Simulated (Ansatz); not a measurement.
B₂CO:
```xyz
8
Lattice="-1.8533 1.8533 3.7354 1.8533 -1.8533 3.7354 1.8533 1.8533 -3.7354" Properties=species:S:1:pos:R:3 pbc="T T T"
C      0.0000     0.0000     0.0000
C      0.0000     1.8533     1.8677
O      0.0000     0.0000     3.7354
O      1.8533     0.0000     1.8677
B      0.8483     0.9266     0.9338
B      1.0050     0.9266     4.6692
B     -0.9266     1.0050     2.8015
B      2.7799     0.8483    -0.9338
```

Relaxed with r²SCAN. Independent-particle spectrum: no excitons, no local fields, no scissors shift; 0.1 eV broadening; ε₁ of the summed bands alone.

Tabulate the dielectric function from r²SCAN (plane waves, PAW; program Ansatz).



| E (eV) | ε₁ xx | ε₂ xx | ε₁ zz | ε₂ zz |
|---|---|---|---|---|
| 0.0 | 4.68 | 0.00 | 4.72 | 0.00 |
| 0.5 | 4.69 | 0.00 | 4.73 | 0.00 |
| 1.0 | 4.72 | 0.00 | 4.75 | 0.00 |
| 1.5 | 4.76 | 0.00 | 4.80 | 0.00 |
| 2.0 | 4.83 | 0.00 | 4.87 | 0.00 |
| 2.5 | 4.92 | 0.00 | 4.96 | 0.00 |
| 3.0 | 5.04 | 0.00 | 5.08 | 0.00 |
| 3.5 | 5.20 | 0.00 | 5.23 | 0.00 |
| 4.0 | 5.41 | 0.00 | 5.44 | 0.00 |
| 4.5 | 5.71 | 0.01 | 5.72 | 0.00 |
| 5.0 | 6.11 | 0.16 | 6.12 | 0.06 |
| 5.5 | 6.57 | 0.27 | 6.67 | 0.18 |
| 6.0 | 7.32 | 0.93 | 7.37 | 0.71 |
| 6.5 | 7.52 | 1.61 | 7.79 | 1.40 |
| 7.0 | 7.80 | 2.43 | 8.14 | 2.08 |
| 7.5 | 7.33 | 3.63 | 9.00 | 3.39 |
| 8.0 | 7.74 | 3.51 | 7.75 | 4.69 |
| 8.5 | 7.41 | 4.38 | 8.10 | 4.50 |
| 9.0 | 7.08 | 6.49 | 9.26 | 8.34 |
| 9.5 | 5.96 | 7.34 | 5.77 | 12.79 |
| 10.0 | 5.30 | 6.79 | 0.32 | 8.15 |
| 10.5 | 5.15 | 9.72 | 1.02 | 6.44 |
| 11.0 | 1.09 | 9.28 | 0.74 | 7.05 |
| 11.5 | 0.11 | 6.79 | -0.06 | 4.92 |
| 12.0 | 0.75 | 6.51 | 1.66 | 4.25 |

From ε at 5.6 eV (xx: 6.72 + 0.30i), find n, k, the normal reflectivity and the absorption coefficient.

n = 2.59, k = 0.058, R = 20 %, α = 2kE/ħc = 33000 cm⁻¹.

With all bands, ε∞ without local fields is 4.85 (xx = yy), 4.89 (zz).

Space group I-42d (chalcopyrite). The start of the workflow was typed in or built on a structure type; neither database checked (COD, Materials Project) lists it. Whether it is the stable phase at ambient conditions was not checked. The cell was relaxed with r²SCAN under the symmetry of its start; whether a distortion lowers the energy is not shown.

Potentials: the earlier of the program's two PAW sets. The files were generated under PBE; for other functionals the program regenerates the frozen cores, and for LDA and PBEsol the local potential too.
